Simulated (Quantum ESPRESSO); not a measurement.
# Kohn-Sham bands of CsGeBr3 (R3m)

```yaml
crystal:
  lattice:
    - [3.96929, 2.29167, 3.33497]
    - [-3.96929, 2.29167, 3.33497]
    - [0.00000, -4.58334, 3.33497]
  atoms:
    - { symbol: Cs, position: [0.00130, 0.00130, 0.00130] }
    - { symbol: Ge, position: [0.47708, 0.47708, 0.47708] }
    - { symbol: Br, position: [0.02866, 0.50546, 0.50546] }
    - { symbol: Br, position: [0.50546, 0.02866, 0.50546] }
    - { symbol: Br, position: [0.50546, 0.50546, 0.02866] }
```

Cell from Materials Project (mp-1068340), symmetrised, no further relaxation. Not found in the COD (Crystallography Open Database) copy used; not checked further. Computed values, not measurements, from PBEsol: Quantum ESPRESSO (norm-conserving PseudoDojo potentials, cutoff 63 Ry, spinors with spin-orbit coupling) on a Γ-centred 4×4×4 mesh, then Wannier90. Density: 6×6×6 mesh, cold smearing 0.01 Ry.

Energies are relative to the valence-band maximum; weights are on the orthonormalised atomic waves of the pseudopotential files, averaged over the group. 44 electrons a cell are treated as valence.

Problem. Into which isolated groups do the bands fall, where do they lie and what are they made of?

Solution. 
```csv
bands,from (eV),to (eV),filling,weight on atomic waves
1–4,-25.30,-25.27,filled,Ge 3d 100 %
5–10,-24.72,-24.69,filled,Ge 3d 100 %
11–12,-21.42,-21.42,filled,Cs 5s 100 %
13–18,-15.36,-14.65,filled,"Br 4s 90 %, Ge 4p 5 %"
19–20,-9.41,-9.36,filled,Cs 5p 99 %
21–26,-9.01,-7.31,filled,"Cs 5p 65 %, Ge 4s 21 %, Br 4p 11 %"
27–44,-4.88,0.00,filled,"Br 4p 86 %, Ge 4p 8 %"
```

The Kohn-Sham gap over both meshes and the path is 1.10 eV.
